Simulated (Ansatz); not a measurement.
# Relaxing a structure of Si

The start is a generated cell, Si built in the AFLOW prototype A_oC8_64_f (A11, as in Ga). Cell shape, volume and atoms are optimised at zero target pressure with r2SCAN (plane waves to 500 eV, PAW, scalar-relativistic; Ansatz, a first-principles code). The first steps use a coarse 7×7×6 k-mesh.

Initial structure:
```
CELL_PARAMETERS angstrom
      2.07906    -3.52149     0.00000
      2.07906     3.52149     0.00000
      0.00000     0.00000     4.15904
ATOMIC_POSITIONS crystal
  Si 0.34510 0.65490 0.58100
  Si 0.65490 0.34510 0.41900
  Si 0.84510 0.15490 0.91900
  Si 0.15490 0.84510 0.08100
```

Question: What pressure does the first self-consistent step give?

Answer: +9 GPa (positive: the cell is compressed).

Question: Which atoms feel the largest initial force, and how large is it?

Answer: About 1.1 eV/Å, on Si1, Si2, Si3, Si4 (atoms numbered as listed).

Question: How does the volume per atom move from start to end?

Answer: +10.6 %, from 15.22 to 16.83 Å³/atom.

Question: Give the final cell and atomic positions.

Answer: 
```cif
data_Si8
_chemical_formula_sum 'Si8'
_space_group_name_H-M_alt 'Cmce'
_space_group_IT_number 64
_space_group_name_Hall '-C 2ac 2'
_cell_length_a 4.72352
_cell_length_b 7.60290
_cell_length_c 3.75001
_cell_angle_alpha 90.000
_cell_angle_beta 90.000
_cell_angle_gamma 90.000
loop_
_atom_site_label
_atom_site_type_symbol
_atom_site_symmetry_multiplicity
_atom_site_Wyckoff_symbol
_atom_site_fract_x
_atom_site_fract_y
_atom_site_fract_z
_atom_site_occupancy
Si1 Si 8 f 0.00000 0.14866 0.14784 1
```
(The calculation used a cell of 4 atoms; values per cell refer to that cell.)

The space group stays Cmce (No. 64) (the run could not lower it); the end is AFLOW prototype A_oC8_64_f (A11, as in Ga), with 4 atoms in the primitive cell. Final values are on a 12×12×12 k-mesh of the relaxed cell. No spin polarisation in the result.

The run could not lose the symmetry of its start, so the end can be a saddle point.

The relaxed structure here is a generated cell of Si: the first start was made by placing the elements on the sites of a structure type, and the end was not matched to a known phase here, so it may be hypothetical. Known forms of Si include space group No. 227.
